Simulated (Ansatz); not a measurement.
Consider the following.

Be₂Ru:
```xyz
6
Lattice="0.0000 3.0493 3.0493 3.0493 0.0000 3.0493 3.0493 3.0493 0.0000" Properties=species:S:1:pos:R:3 pbc="T T T"
Be     3.8117     3.8117     3.8117
Be     3.8117     2.2870     2.2870
Be     2.2870     3.8117     2.2870
Be     2.2870     2.2870     3.8117
Ru     1.5247     1.5247     1.5247
Ru     0.0000     0.0000     0.0000
```

This is the r²SCAN-relaxed structure.

### Question
All from DFT-r²SCAN in the program Ansatz with PAW potentials, unless another level is named. Predict the formation energy from the elements (no fitted shifts).

### Answer
-35 kJ/mol of atoms.

### Question
What about the density of states at the Fermi level?

### Answer
0.61 states/eV per atom (mean over ±0.08 eV).

Space group Fd-3m (cubic Laves (MgCu2 type)). The cell is a constructed one: a structure type filled with these elements; neither database checked (COD, Materials Project) lists it. Whether it is the stable phase at ambient conditions was not checked. The cell was relaxed with r²SCAN under the symmetry of its start; its stability against distortions is not shown here. No spin polarisation was allowed. The references are the lowest solids computed at this level, not always the standard phases. Scalar-relativistic: spin–orbit coupling is off unless named, which matters more the heavier the elements.

Potentials: the earlier of the program's two PAW sets.
